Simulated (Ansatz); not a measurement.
Ga: frozen-core PAW against all-electron methods

```xyz
4
Lattice="2.2328 -3.7842 0.0000 2.2328 3.7842 0.0000 0.0000 0.0000 4.5167" Properties=species:S:1:pos:R:3 pbc="T T T"
Ga    2.2328    2.6300    0.3546
Ga    2.2328   -1.1542    1.9038
Ga    2.2328   -2.6300    4.1621
Ga    2.2328    1.1542    2.6129
```

Atom numbers follow the list: Ga1, Ga2, Ga3, Ga4.

The conventional cell has a = 4.466 Å, b = 7.568 Å, c = 4.517 Å, α = 90.00°, β = 90.00°, γ = 90.00°. Ga (atom 1) has 7 Ga at 2.41 to 2.77 Å as nearest neighbours.

The cell is COD entry 9008562, as deposited and not checked against the literature; nothing was relaxed. The listed cell was then made from it by scaling, straining or moving an atom.

All numbers are computed: DFT, PBEsol, PAW with Ansatz's default frozen-core files, scalar-relativistic (Ansatz 0.2.0); DFT, PBEsol, all-electron LAPW, scalar-relativistic (Ansatz 0.2.0).

For PAW: a Γ-centred 9×9×8 k mesh, Fermi–Dirac smearing of 0.05 eV, cutoff 420 eV, no spin polarisation; the PAW files were made with PBE, and the program remakes their frozen cores for this functional. LAPW targets a basis error of 1 meV/atom. The Ansatz runs share mesh, smearing and spin set-up. Plane-wave (PAW) pressures include the program's estimate of the Pulay term.

Stress and pressure are positive in compression.

The change that made this cell: equal xx and yy strain of -1 %.

PAW results:

```
              quantity     PAW
        pressure (GPa)   -0.01
       stress xx (GPa)   -1.02
       stress yy (GPa)    2.20
       stress zz (GPa)   -1.23
force on Ga1, y (eV/Å)  -0.469
```

Q: What does LAPW (all electrons) give for the same quantities?

A: 
| quantity | LAPW |
| --- | --- |
| pressure (GPa) | 0.01 |
| stress xx (GPa) | -0.98 |
| stress yy (GPa) | 2.21 |
| stress zz (GPa) | -1.19 |
| force on Ga1, y (eV/Å) | -0.467 |
